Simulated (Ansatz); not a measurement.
Problem. Name crystals whose computed values (PBEsol (plane waves, PAW; program Ansatz)) fall in these windows: highest Γ mode, no LO–TO term (cm⁻¹) 440 to 590; Θ_D (K) 590 to 800; B₀ by P(V) fit (GPa) 220 to 310.

Solution. 

| crystal | highest Γ mode, no LO–TO term (cm⁻¹) | Θ_D (K) | B₀ by P(V) fit (GPa) |
|---|---|---|---|
| ZrN, rock salt | 499 | 678 | 268 |
Others may fit too.

The cell was relaxed under the symmetry of its start. Rows with no word on spin ran without spin polarisation. Spin–orbit coupling is left out wherever it is not named.

Potentials: the earlier of the program's two PAW sets.
